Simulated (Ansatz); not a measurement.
TiRh: stiffness from a series of strains

```xyz
2
Lattice="2.9880 0.0000 0.0000 0.0000 2.9880 0.0000 0.0000 0.0000 3.3500" Properties=species:S:1:pos:R:3 pbc="T T T"
Ti    1.4940    1.4940    1.6750
Rh    0.0000    0.0000    0.0000
```

Atom numbers follow the list: Ti1, Rh2.

The geometry is COD entry 1523124, unchecked; take it as a test cell.

Spin polarisation is left out, and whether a magnetic state lies lower isn't shown here.

All numbers below come from DFT, PBEsol, all-electron LAPW, scalar-relativistic (Ansatz 0.2.0).

Sampling and basis: a Γ-centred 11×11×10 k mesh, Fermi–Dirac smearing of 0.05 eV, basis error target 1 meV/atom, no spin polarisation.

The strain is applied along the Cartesian axes of the cell as listed (the other components stay zero). Fractional coordinates are held (clamped ions).

σ is the change of stress from the unstrained cell, which is at -6.73 GPa; tension is positive, so slopes are stress–strain coefficients at that pressure. In a metal the k mesh adds noise.

Only quantities that a quadratic follows smoothly over the whole series are listed; rougher ones are left out.

```csv
εxx = εyy,σzz (GPa),σxx (GPa)
-0.0200,-6.64,-8.40
0.0000,0.00,0.00
0.0100,2.88,3.58
0.0200,5.57,6.74
```

Q: Fit the series and read off the stiffness at zero strain.

A: Least-squares fits y = p0 + p1 x + p2 x² to the rows give σzz (GPa): p1 = 305, p2 = -1300; σxx (GPa): p1 = 379, p2 = -2100. So C13 + C23 = 305 GPa and C11 + C12 = 379 GPa, for these axes.

Q: One run, at εxx = εyy = -0.0100, is withheld. Predict its row.

A: The fits give -3.20, -3.99; the run gave -3.17, -3.98.
